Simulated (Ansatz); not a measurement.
AlGa2N3, ordered on the zincblende lattice (P3m1) with 6 atoms a cell, relaxed with r2SCAN. The symmetry is P3m1 (No. 156, trigonal); a = 3.150 Å, c = 7.718 Å in the conventional setting, 11.06 Å³ an atom. Al is surrounded by 4 N at 1.88–1.91 Å; Ga is surrounded by 4 N at 1.94–1.96 Å; Ga is surrounded by 4 N at 1.94 Å; N is surrounded by 3 Al at 1.91 Å and 1 Ga at 1.96 Å; N is surrounded by 4 Ga at 1.94 Å; N is surrounded by 1 Al at 1.88 Å and 3 Ga at 1.94 Å.

```
Al Ga N
1.0
     3.15042    0.00000    0.00000
    -1.57521    2.72835    0.00000
     0.00000    0.00000    7.71842
Al Ga N
1 2 3
Direct
  0.00000 0.00000 0.99974
  0.66667 0.33333 0.66918
  0.33333 0.66667 0.33104
  0.66667 0.33333 0.92310
  0.33333 0.66667 0.58301
  0.00000 0.00000 0.24392
```

3 runs of the plane-wave code Ansatz on this cell differ in the functional (and in the settings that go with it). Levels are in eV from each run's valence top; v1 is the last filled band, c1 the first empty one.

Run A, mean stress 0.0 GPa (compression positive):
```
point     v4     v3     v2     v1    c1    c2
    Γ  -0.57  -0.15   0.00   0.00  2.81  5.43
    M  -2.33  -2.11  -1.52  -1.35  3.70  6.61
    K  -4.13  -1.87  -1.78  -1.68  6.15  6.28
```

Run B, mean stress -0.3 GPa (compression positive):
```
point     v4     v3     v2     v1    c1    c2
    Γ  -0.60  -0.16   0.00   0.00  4.33  7.07
    M  -2.45  -2.25  -1.61  -1.44  5.07  8.24
    K  -4.45  -1.97  -1.91  -1.75  7.63  7.79
```

Run C, mean stress +5.7 GPa (compression positive):
```
point     v4     v3     v2     v1    c1    c2
    Γ  -0.55  -0.13   0.00   0.00  2.34  4.88
    M  -2.28  -2.07  -1.47  -1.32  3.22  6.02
    K  -4.05  -1.82  -1.72  -1.63  5.56  5.74
```

Question: Match the runs to PBE, r2SCAN, PBE0.

Answer: A is r2SCAN, B is PBE0, C is PBE. In order of the gap: PBE 2.34, r2SCAN 2.81, PBE0 4.33 eV. The stress vanishes for r2SCAN, which relaxed the cell.

The cell comes from a prototype generator: it can be a known phase or a hypothetical one. Spin polarisation is off.

The stress of a hybrid is loosely converged in these runs.

The meshes of the hybrids are coarse, so their gaps aren't converged to the digits shown.
